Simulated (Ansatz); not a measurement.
Relaxed AlNi (CsCl type):

```
AlNi
1.0
    2.86315     0.00000     0.00000
    0.00000     2.86315     0.00000
    0.00000     0.00000     2.86315
Al Ni
1 1
Cartesian
  0.00000   0.00000   0.00000
  1.43157   1.43157   1.43157
```

All values below come from r2SCAN (plane waves to 500 eV, PAW, scalar-relativistic; Ansatz, a quantum-chemistry and plane-wave program). k mesh 13×13×13 (Γ-centred), Fermi-Dirac smearing 0.05 eV. With partly filled bands, energies and forces of such displacements shift with the k mesh and the smearing. AlNi is run without spin polarisation. AlNi was relaxed with its symmetry unable to fall.

One atom of the cell was then moved (with its periodic images), all else fixed, and the forces (eV/Å) came out as:

```json
[
 {"atom": "Al1", "Fx": "-0.957", "Fy": "0.000", "Fz": "0.000"},
 {"atom": "Ni2", "Fx": "0.957", "Fy": "0.000", "Fz": "0.000"}
]
```

With two atoms only their relative shift counts; take Ni2 as fixed.

Which atom was moved, and by which vector (Å)?

Al1, by (0.15, 0.00, 0.00), 0.15 Å in all.

(A displaced cell: forces are minus the slopes of the energy, force constants its curvatures, and phonons follow from these.)
